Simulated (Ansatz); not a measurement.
Relaxed candidate structures of AlN:

A. I4₁/amd, origin choice 1 (No. 141), tI8; a = b = 2.693 Å, c = 14.930 Å, α = β = γ = 90.00°; N 4a (0.000, 0.000, 0.000); Al 4b (0.000, 0.000, 0.500)

B. P4₂/mmc (No. 131), tP4; a = 2.939 Å, b = 2.939 Å, c = 5.171 Å, α = 90.00°, β = 90.00°, γ = 90.00°; Al 2c (0.000, 0.500, 0.000); N 2e (0.000, 0.000, 0.250)

C. P6₃mc (No. 186), hP4, wurtzite type; a = b = 3.1298 Å, c = 5.0172 Å, α = β = 90.00°, γ = 120.00°; Al 2b (0.333, 0.667, 0.499); N 2b (0.333, 0.667, 0.117)

D. R3m, hexagonal axes (No. 160), hR12; a = 3.118 Å, b = 3.118 Å, c = 45.588 Å, α = 90.00°, β = 90.00°, γ = 120.00°

Task: Order them by energy per atom (lowest first) at the level PBE (plane waves to 420 eV, PAW, scalar-relativistic; Ansatz, an electronic-structure program).

Result: C (reference, the lowest among the structures calculated here), D (+15 meV/atom), A (+704 meV/atom), B (+0.94 eV/atom)

Task: Give each candidate's band gap.

Result: No gap: B. A: 0.71 eV (no spin-orbit coupling); C: 4.04 eV (no spin-orbit coupling); D: 3.66 eV (no spin-orbit coupling).

 4 generated cells of layers, chains or molecules, poorly bound without dispersion, are left out. Each run could gain symmetry but not lose that of its start, so entries can be saddle points. From databases, or of a type measured for this composition: P6₃mc, hP4, wurtzite type; the others are generated cells (placed on structure types, drawn at random, substituted or restacked) that were not matched to a known phase here. Static energies at zero pressure. No spin polarisation in the result. Without a van der Waals term the distances between weakly bound units are poorly fixed. Gaps of cells over 8 atoms come from the SCF mesh and high-symmetry points alone.
